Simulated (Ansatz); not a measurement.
Ansatz (a program for electronic structure) input:

Ansatz 0.2 input:
```yaml
crystal:
  lattice:
    - [5.5157237947, 0.0, 0.0]
    - [0.0, 5.5157237947, 0.0]
    - [0.0, 0.0, 3.2400247696]
  atoms:
    - { symbol: Zn, position: [0.1819562387, 0.1819562387, 0.5] }
    - { symbol: Zn, position: [0.8180437613, 0.8180437613, 0.5] }
    - { symbol: Zn, position: [0.3180437613, 0.6819562387, 0.0] }
    - { symbol: Zn, position: [0.6819562387, 0.3180437613, 0.0] }
    - { symbol: O, position: [0.8180904892, 0.1819095108, 0.5] }
    - { symbol: O, position: [0.1819095108, 0.8180904892, 0.5] }
    - { symbol: O, position: [0.3180904892, 0.3180904892, 0.0] }
    - { symbol: O, position: [0.6819095108, 0.6819095108, 0.0] }
kpoints:
  mp_grid: { grid: [3, 3, 5] }
hamiltonian:
  xc: hse06
  pseudopotentials: { kind: paw }
scf:
  n_extra_bands: 8
  occupations: { method: fixed }
output:
  eigenvalues: true
  eigenstates:
    e_range: [-9.0, 9.1]
    kpoints:
      - [0.0, 0.0, 0.0]  # VBM
      - [0.0, 0.0, 0.0]  # CBM
      - [0.0, 0.0, 0.0]  # GAMMA
      - [0.0, 0.0, 0.5]  # Z
      - [0.5, 0.5, 0.0]  # M
      - [0.5, 0.5, 0.5]  # A
      - [0.0, 0.5, 0.5]  # R
      - [0.0, 0.5, 0.0]  # X
```

Output (shortened):

```
Pseudopotential: Zn, paw, valence charge 12
Pseudopotential: O, paw, valence charge 6
Functional definition: HSE06
davidson cushion auto → on  (no smearing: the cushion is to keep the highest requested band from converging to the state above it …
Crystal: 8 atoms, lattice volume = 98.572 Å³
Basis set: ecut = 420 eV, 1935 PW (Γ)
Bands: 44, of which v1, the nominal top of the filled ones, is band 36 counted from 1 (35 counted from 0)
Symmetry: 16 space group operations
Space group: P42/mnm (ITA 136), of the structure as read, at distance tolerance 4.6e-5 Å
k-points: 9 of 45
SCF iter   1: F=—  HF=-15547.139113 eV  |F-HF|=—  |Δ(HF+E_count)|=         —  Δρ=3.24e-3  dr2=5.77e-3  ethr=1.77e-3  ⟨swp⟩=8.8  Hψ=1946  notcnv=0
preconditioner: auto → none
SCF iter   2: F=—  HF=-15547.139086 eV  |F-HF|=—  |Δ(HF+E_count)|=   2.70e-5  Δρ=1.71e-3  dr2=1.59e-3  ethr=8.01e-6  ⟨swp⟩=4.8  Hψ=1559  notcnv=0
iter 3 solved again at ethr=8.25e-8 eV; its pass at ethr=2.21e-6 eV (dr2=5.94e-5 eV) is discarded
SCF iter   3: F=-15547.138398 eV  HF=-15547.138274 eV  |F-HF|=1.24e-4  |Δ(HF+E_count)|=   8.12e-4  Δρ=4.09e-4  dr2=5.98e-5  ethr=8.25e-8  ⟨swp⟩=2.8  Hψ=2130  notcnv=0
SCF 1 stopped early in 3 iterations: F = -15547.138398 eV  dr2 = 5.98e-5
Crystal: 8 atoms, lattice volume = 98.572 Å³
Exchange kernel: α = 0.2500, screened, ω = 0.2079 Å⁻¹, Wigner–Seitz truncation, v(0) = 1037.0231 eV·Å³, q-mesh 3×3×5, nearest image of the exchange supercell L …
Frozen-core exchange: fock
SCF iter   1: F=—  HF=-15546.714131 eV  |F-HF|=—  |Δ(HF+E_count)|=         —  Δρ=2.61e-2  dr2=3.72e-1  ethr=8.31e-7  ⟨swp⟩=7.7  Hψ=2262  notcnv=0
preconditioner: auto → none
SCF iter   2: F=—  HF=-15546.597516 eV  |F-HF|=—  |Δ(HF+E_count)|=   1.17e-1  Δρ=4.49e-3  dr2=1.43e-2  ethr=8.31e-7  ⟨swp⟩=5.0  Hψ=1886  notcnv=0
SCF iter   3: F=—  HF=-15546.628275 eV  |F-HF|=—  |Δ(HF+E_count)|=   3.08e-2  Δρ=5.72e-3  dr2=1.61e-2  ethr=8.31e-7  ⟨swp⟩=5.0  Hψ=1648  notcnv=0
SCF iter   4: F=—  HF=-15546.625738 eV  |F-HF|=—  |Δ(HF+E_count)|=   2.54e-3  Δρ=2.18e-3  dr2=2.06e-3  ethr=8.31e-7  ⟨swp⟩=4.0  Hψ=1445  notcnv=0
SCF iter   5: F=—  HF=-15546.628439 eV  |F-HF|=—  |Δ(HF+E_count)|=   2.70e-3  Δρ=1.18e-3  dr2=8.94e-4  ethr=8.31e-7  ⟨swp⟩=3.8  Hψ=1287  notcnv=0
SCF iter   6: F=—  HF=-15546.628172 eV  |F-HF|=—  |Δ(HF+E_count)|=   2.68e-4  Δρ=5.34e-4  dr2=2.67e-4  ethr=8.31e-7  ⟨swp⟩=3.1  Hψ=1268  notcnv=0
SCF iter   7: F=-15546.628094 eV  HF=-15546.628094 eV  |F-HF|=1.15e-7  |Δ(HF+E_count)|=   7.76e-5  Δρ=4.56e-5  dr2=2.14e-5  ethr=3.42e-7  ⟨swp⟩=3.0  Hψ=996  notcnv=0
SCF 2 stopped early in 7 iterations: F = -15546.628094 eV  dr2 = 2.14e-5
hybrid outer 1: dexx = +4.924e-2 eV, tail = 1.82e-4 eV
Crystal: 8 atoms, lattice volume = 98.572 Å³
Exchange kernel: α = 0.2500, screened, ω = 0.2079 Å⁻¹, Wigner–Seitz truncation, v(0) = 1037.0231 eV·Å³, q-mesh 3×3×5, nearest image of the exchange supercell L …
Frozen-core exchange: fock
SCF iter   1: F=—  HF=-15546.625570 eV  |F-HF|=—  |Δ(HF+E_count)|=         —  Δρ=1.51e-4  dr2=1.52e-5  ethr=1.26e-6  ⟨swp⟩=3.1  Hψ=933  notcnv=0
preconditioner: auto → none
iter 2 solved again at ethr=2.07e-10 eV; its pass at ethr=1.72e-8 eV (dr2=1.49e-7 eV) is discarded
SCF iter   2: F=—  HF=-15546.625572 eV  |F-HF|=—  |Δ(HF+E_count)|=   2.52e-6  Δρ=1.99e-5  dr2=6.61e-7  ethr=2.07e-10  ⟨swp⟩=3.1  Hψ=2301  notcnv=0
SCF iter   3: F=—  HF=-15546.625576 eV  |F-HF|=—  |Δ(HF+E_count)|=   3.39e-6  Δρ=2.00e-5  dr2=2.41e-7  ethr=2.04e-10  ⟨swp⟩=5.1  Hψ=1638  notcnv=0
SCF iter   4: F=-15546.625576 eV  HF=-15546.625576 eV  |F-HF|=1.89e-10  |Δ(HF+E_count)|=   5.42e-8  Δρ=2.00e-6  dr2=1.06e-8  ethr=2.04e-10  ⟨swp⟩=3.1  Hψ=1156  notcnv=0
SCF 3 converged in 4 iterations: F = -15546.625576 eV  dr2 = 1.06e-8
hybrid outer 2: dexx = +3.169e-6 eV, tail = 7.95e-8 eV, Δε = 5.08e-3 eV (about 1.31e-4 eV left of the loop's levels)
NSCF: frozen V_eff on 8 k-points
hybrid SCF converged: 2 outer / 11 inner (+3 warm-up), last move |dexx| = 3.17e-6 eV, tail = 7.95e-8 eV
Stability not checked (fock_operator)
Free energy (F): -15546.625575 eV
Frozen-core exchange: fock
Harris-Foulkes:  -15546.625575 eV  (|F-HF|=1.89e-10)
Internal energy: -15546.625575 eV  (E = F + TS)
E sigma→0 (E₀):  -15546.625575 eV
Fermi energy:    5.600208 eV
--- Per-component energies (eV) ---
  E_band       = -46.205768
  E_kinetic    = 1227.239876
  E_local      = -8351.943408  (includes V_loc(G=0)·N_el)
  E_nonlocal   = 2683.327358
  E_hartree    = 3465.978226
  E_xc         = -668.159325
  E_vxc        = -461.469641  (∫ρ·V_xc dr)
  E_exx        = -245.543324  (= α·E_x^exact, valence–valence)
  E_paw        = -7901.162658  (= ΣΔE_a)
  E_vpaw       = -1584.239650  (= ΣTr[D̂ρ^β])
  E_aug_tail   = 0.008211  (compensation charges beyond the density's cutoff)
  E_ewald      = -5758.826558
  E_core_change = 2.456028  (= ΣΔE_core)
  E_smearing   =  0.000000  (= −TS)
  E_closure    =  0.000000  (closes the sum)
  Σ components = -15546.625575   (vs F -15546.625575, Δ=1.82e-12)
  [band-id]    e_kinetic+e_local+e_nonlocal+2·e_hartree+e_vxc+2·e_exx+e_vpaw+e_augmentation_tail = -46.207451   (vs E_band -46.205768, Δ=-1.68e-3)
--- Band table (eV; the first three rows and the last of 9) ---
  k-point 0: bands = ["-13.9425", "-13.1954", "-13.1954", "-13.1051", "-1.4395", "-1.3680", "-1.2196", "-1.1177", "-1.1177", "-0.9253", "-0.9253", "-0.9018", "-0.4934", "-0.3111", "-0.2563", "-0.2563", "-0.2505", "-0.1577", "-0.1414", "0.0268", "0.0268", …
  k-point 1: bands = ["-13.7833", "-13.1179", "-13.1179", "-13.1012", "-1.4809", "-1.2135", "-0.9970", "-0.9970", "-0.9039", "-0.9039", "-0.8935", "-0.8477", "-0.3926", "-0.3317", "-0.2398", "-0.2272", "-0.2272", "-0.2113", "-0.1912", "-0.0927", "0.0329", …
  k-point 2: bands = ["-13.4373", "-13.1737", "-12.9891", "-12.9891", "-1.3826", "-1.0077", "-1.0077", "-0.9036", "-0.7401", "-0.7171", "-0.6550", "-0.6550", "-0.6107", "-0.2691", "-0.2674", "-0.2029", "-0.1251", "-0.0888", "-0.0888", "0.1356", "0.1356", …
  k-point 8: bands = ["-13.3189", "-13.2477", "-13.0054", "-12.9937", "-1.2695", "-1.1497", "-1.0427", "-0.9225", "-0.8495", "-0.8353", "-0.8264", "-0.7067", "-0.6987", "-0.6575", "-0.5555", "-0.4928", "-0.0529", "-0.0163", "-0.0056", "0.0152", "0.1186", …
```

Cost: very roughly 3 core-minutes on shared cores.

The points marked VBM and CBM come from a semilocal run.

Space group P4_2/mnm. The workflow started from a Materials Project entry (that database holds measured and hypothetical structures alike); the Crystallography Open Database copy checked does not list it. It is not the phase usual at ambient conditions (space group No. 186). Symmetry was held in the PBEsol relaxation; whether a distortion lowers the energy is not shown.

Potentials: the later of the program's two PAW sets.

Ansatz is a plane-wave DFT program.
